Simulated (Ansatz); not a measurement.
MgH$_{2}$:
```
MgH2
1.0
    4.47745     0.00000     0.00000
    0.00000     4.47745     0.00000
    0.00000     0.00000     3.00762
Mg H
2 4
Cartesian
  0.00000   0.00000   0.00000
  2.23873   2.23873   1.50381
  1.36304   1.36304   0.00000
  0.87568   3.60177   1.50381
  3.11441   3.11441   0.00000
  3.60177   0.87568   1.50381
```

x, y and z are the axes in which the lattice vectors are written.

Question: Give the high-frequency dielectric tensor and the Born effective charge tensors of the independent atoms from DFPT, the program Ansatz at the PBEsol level (PAW).

Answer: 
ε∞:
```
4.16  0.00  0.00
0.00  4.16  0.00
0.00  0.00  4.21
```
Z* of atom 1 (Mg), rows: field, columns: displacement, in e:
```
1.85  0.12  0.00
0.12  1.85  0.00
0.00  0.00  1.95
```
Z* of atom 3 (H), rows: field, columns: displacement, in e:
```
-0.93  -0.22   0.00
-0.22  -0.93   0.00
 0.00   0.00  -0.97
```

Space group P4_2/mnm (rutile). The PBEsol relaxation kept the symmetry of its start.

Potentials: the later of the program's two PAW sets.
